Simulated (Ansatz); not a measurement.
## Piezoelectric tensor of Zn₃S₂O

Computed with Ansatz, DFT PBE, scalar-relativistic, plane waves, PAW. Plane waves to 420 eV; Γ-centred k mesh 10×10×10; fixed occupations. No spin polarisation.

The cell, relaxed at this level:
```yaml
crystal:
  lattice:
    - [-1.84378, 1.84378, 7.57912]
    - [1.84378, -1.84378, 7.57912]
    - [1.84378, 1.84378, -7.57912]
  atoms:
    - { symbol: Zn, position: [0.68671, 0.68671, 0.00000] }
    - { symbol: Zn, position: [0.31329, 0.31329, 0.00000] }
    - { symbol: Zn, position: [0.00000, 0.00000, 0.00000] }
    - { symbol: S, position: [0.40650, 0.90650, 0.50000] }
    - { symbol: S, position: [0.09350, 0.59350, 0.50000] }
    - { symbol: O, position: [0.75000, 0.25000, 0.50000] }
```

It was reached by relaxing an invented guess, and it needn't be the stable form of this composition.

Question: Give the relaxed-ion proper piezoelectric stress tensor e_iJ (C/m², Voigt columns xx yy zz yz xz xy).

Answer:
```
x    0.000  0.000  0.000  0.000  0.289  0.000
y    0.000  0.000  0.000 -0.289  0.000  0.000
z    0.172 -0.172  0.000  0.000  0.000  0.000
```
Signs follow the orientation of the cell as given.

Question: With the elastic constants (GPa, Voigt order)
C11 = 145.7, C12 = 44.1, C13 = 68.7, C22 = 145.7, C23 = 68.7, C33 = 100.3, C44 = 45.8, C55 = 45.8, C66 = 24.0 GPa; the others vanish.
find the strain coefficients d = e·C⁻¹ (pC/N).

Answer:
```
x    0.0  0.0  0.0  0.0  6.3  0.0
y    0.0  0.0  0.0 -6.3  0.0  0.0
z    1.7 -1.7  0.0  0.0  0.0  0.0
```
